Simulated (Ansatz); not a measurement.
Values for one crystal, relaxed and computed with the program Ansatz at the PBEsol level (PAW); other levels are named.

- Volume per atom: 17.55 Å³
- Electronic character: metallic (no gap)
- Density of states at the Fermi level: 1.1 states/eV per atom (mean over ±0.08 eV)
- Mechanical stability: unstable (C has a negative eigenvalue)
- Pressure derivative B′: 5.0
- Zone-centre stability: no imaginary mode at Γ
- Formation energy from the elements (no fitted shifts): -0.46 eV/atom

Task: Which of these materials gives this?
A. HfC, NiAs type
B. ScB2, P6/mmm (Sc on 1a, B on 2d)
C. CrC, rock salt
D. Sc2C, P-3m1 (Sc on 2d, C on 1b)

Result: D, Sc2C, P-3m1 (Sc on 2d, C on 1b)

The workflow started from a Materials Project entry (that database holds measured and hypothetical structures alike); the Crystallography Open Database copy checked does not list it. Whether it is the stable phase at ambient conditions was not checked. The cell was relaxed with PBEsol under the symmetry of its start. No spin polarisation was allowed. The references are the lowest solids computed at this level, not always the standard phases.

Potentials: the later of the program's two PAW sets.
